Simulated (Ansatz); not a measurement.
**³³S NMR of the central transition in NbAgSe2S2O5**

Cell: a diffraction structure from the COD, relaxed with PBE at fixed cell and then changed (all 4 O of one site replaced by S, ions relaxed).

Space group Cmcm (No. 63); a = 10.8130, b = 7.7920, c = 7.3630 Å.

| site | Wyckoff | site symmetry | x | y | z |
| --- | --- | --- | --- | --- | --- |
| Nb | 4a | 2/m.. | 0.0000 | 0.0000 | 0.5000 |
| Ag | 4b | 2/m.. | 0.5000 | 0.0000 | 0.0000 |
| Se | 8g | ..m | 0.2838 | 0.7531 | 0.2500 |
| S | 8g | ..m | 0.3578 | 0.0084 | 0.2500 |
| O13 | 16h | 1 | 0.3688 | 0.6716 | 0.4381 |
| O21 | 4c | m2m | 0.5000 | 0.5795 | 0.7500 |

One atom of each set is listed; the run and its k-mesh use a cell of 22 atoms with edges of 6.66, 6.66, 7.36 Å.

Computed with Ansatz: DFT, PBE, plane waves and PAW, scalar-relativistic, 420 eV cutoff, Γ-centred 4×4×3 k-points, Fermi–Dirac smearing 0.02 eV.

³³S has I = 3/2 and Q = -69.40 mb (Pyykkö 2018); at 16.4 T its Larmor frequency is ν₀ = 53.7 MHz. Only the quadrupole interaction is simulated: positions count from each site's isotropic chemical shift, and shift anisotropy, dipolar and J coupling are left out.

Simulated pattern of one S site (static powder, Gaussian broadening 30 kHz):

(offset (kHz), height): (-809.6, 0), (-776.5, 0), (-743.5, 18), (-710.4, 61), (-677.4, 77), (-644.3, 100), (-611.3, 79), (-578.2, 61), (-545.2, 53), (-512.1, 48), (-479.1, 44), (-446.0, 42), (-413.0, 40), (-379.9, 38), (-346.9, 37), (-313.8, 36), (-280.8, 35), (-247.7, 34), (-214.7, 34), (-181.6, 33), (-148.6, 33), (-115.5, 33), (-82.5, 33), (-49.4, 33), (-16.4, 32), (16.7, 26), (49.7, 26), (82.8, 27), (115.8, 28), (148.9, 29), (181.9, 31), (215.0, 34), (248.0, 37), (281.1, 42), (314.1, 52), (347.2, 76), (380.2, 86), (413.3, 22), (446.3, 0), (479.4, 0)

(1) Which |C_Q| and η does the pattern imply?

## Answers

(1) The pattern spans 1140 kHz before broadening and its centre of gravity is at -207 kHz, which fixes P_Q; the places of the horns and steps fix η. That gives P_Q = 21.1 MHz, |C_Q| = 21.0 MHz and η = 0.07. The sign of C_Q can't be read from the pattern.

At S V_zz points along its shortest bond, to Se (within 11°).

With ν_Q/ν₀ up to 0.20, terms beyond second order are no longer negligible.

The substituted crystal keeps its parent's cell, where the PBE pressure is 15 GPa, so with PBE the cell would grow if it were relaxed. Without spin–orbit coupling (the program notes it for Ag) the gradients can shift somewhat, as the gap is small. With a gap of 0.15 eV under a smearing of 0.02 eV the band edges are partly filled, so small gradients can hang on the smearing and the k-mesh.
